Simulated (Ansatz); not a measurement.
CuAu (L1₀ or tetragonal B2, P4/mmm) under volume change, PBE in the plane-wave PAW code Ansatz, shape and atoms relaxed at each volume.

| V (Å³/atom) | E − E(relaxed) (meV/atom) | P (GPa) |
|---|---|---|
| 13.652 | 65.4 | 17.19 |
| 14.102 | 27.1 | 10.32 |
| 14.552 | 6.3 | 4.66 |
| 15.002 | 0.0 | 0.00 |
| 15.452 | (withheld) | (withheld) |
| 15.902 | (withheld) | (withheld) |
| 16.352 | 44.2 | -9.54 |

Problem. What belongs in the gaps?

Solution. 
- 15.452, E − E(relaxed) (meV/atom): 5.6
- 15.452, P (GPa): -3.84
- 15.902, E − E(relaxed) (meV/atom): 20.9
- 15.902, P (GPa): -6.98

Problem. What does a third-order Birch–Murnaghan fit give for V₀, B₀ and B′?

Solution. V₀ = 15.00 Å³/atom, B₀ = 141 GPa, B′ = 5.5.

Symmetry was held in the PBE relaxation. No spin polarisation was allowed. Spin–orbit coupling is left out wherever it is not named.

Potentials: the later of the program's two PAW sets.
